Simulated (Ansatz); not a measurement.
Task: Bi (A7 (α-As type), R-3m) is relaxed with PBEsol (plane waves, PAW; program Ansatz). What lattice parameters of the conventional cell result?

Result: a = 4.525 Å, c = 11.651 Å.

Task: Give the free coordinates with the occupied sites.

Result: In one choice of origin and axes:

| atom | site | symmetry | x | y | z |
|---|---|---|---|---|---|
| Bi | 6c | 3m | 0.0000 | 0.0000 | 0.2366 |

The cell was relaxed with PBEsol under the symmetry of its start. Axis ratios of metals converge slowly with the k-mesh, so a and c are less sure than the volume. Scalar-relativistic: spin–orbit coupling is off unless named, which matters more the heavier the elements.

Potentials: the later of the program's two PAW sets.
